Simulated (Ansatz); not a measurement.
One crystal and one scan (energy against volume) at two levels, PBE (plane waves to 420 eV, PAW, scalar-relativistic; Ansatz, a first-principles code) and r2SCAN (plane waves to 500 eV, PAW, scalar-relativistic; Ansatz), each from its own relaxed cell and on its own mesh. The cell shown is that of PBE.

SiC (wurtzite)

```yaml
crystal:
  lattice:
    - [3.09192, 0.00000, 0.00000]
    - [-1.54596, 2.67768, 0.00000]
    - [0.00000, 0.00000, 5.07421]
  atoms:
    - { symbol: Si, position: [0.66667, 0.33333, 0.00052] }
    - { symbol: Si, position: [0.33333, 0.66667, 0.50052] }
    - { symbol: C, position: [0.66667, 0.33333, 0.62468] }
    - { symbol: C, position: [0.33333, 0.66667, 0.12468] }
```

Equation-of-state scan: isotropic scaling of the cell above, V₀ being its volume. The atoms relax within the cell's symmetry.

The energy includes the smearing's −TS. SiC was relaxed with its symmetry unable to fall. The PAW data are Ansatz's earlier set. With the shape held, the modulus is that of even scaling; a crystal free to change shape is softer. Percentages come from the unrounded values. Both scans cover V/V₀ from 0.940 to 1.060.

```tsv
quantity	PBE	r2SCAN	PBE − r2SCAN
Lattice constant a (Å)	3.092	3.075	+0.017 (+0.5 %)
Lattice constant c (Å)	5.074	5.049	+0.025 (+0.5 %)
Relaxed volume (Å³/atom)	10.50	10.34	+0.16 (+1.6 %)
Pressure at the smallest volume (GPa)	14.9	15.9	-1.0 (-6 %)
Energy cost of the largest compression (meV/atom)	27.9	29.3	-1.4 (-5 %)
Energy cost of the largest expansion (meV/atom)	22.9	24.1	-1.2 (-5 %)
Bulk modulus at fixed cell shape B₀ (third-order Birch-Murnaghan fit) (GPa)	213.7	228.0	-14.3 (-6.3 %)
Pressure derivative B₀′ (fit)	3.9	3.9	0.0
Pressure for 5 % compression (fit) (GPa)	12.1	12.9	-0.8 (-6 %)
```

PBE gives the higher value for: lattice constant a; lattice constant c; relaxed volume. PBE gives the lower value for: pressure at the smallest volume; energy cost of the largest compression; energy cost of the largest expansion; bulk modulus at fixed cell shape B₀; pressure for 5 % compression.

ΔE (meV/atom), each from the relaxed starting cell of its own level:

```json
[
 {"V/V₀": "0.940", "PBE": "27.9", "r2SCAN": "29.3"},
 {"V/V₀": "0.955", "PBE": "15.3", "r2SCAN": "16.1"},
 {"V/V₀": "0.970", "PBE": "6.6", "r2SCAN": "7.0"},
 {"V/V₀": "0.985", "PBE": "1.6", "r2SCAN": "1.7"},
 {"V/V₀": "1.000", "PBE": "0.0", "r2SCAN": "0.0"},
 {"V/V₀": "1.015", "PBE": "1.5", "r2SCAN": "1.6"},
 {"V/V₀": "1.030", "PBE": "6.0", "r2SCAN": "6.3"},
 {"V/V₀": "1.045", "PBE": "13.2", "r2SCAN": "13.8"},
 {"V/V₀": "1.060", "PBE": "22.9", "r2SCAN": "24.1"}
]
```

(A scan under strain: stresses follow from slopes of the energy per volume, elastic moduli from its curvatures.)
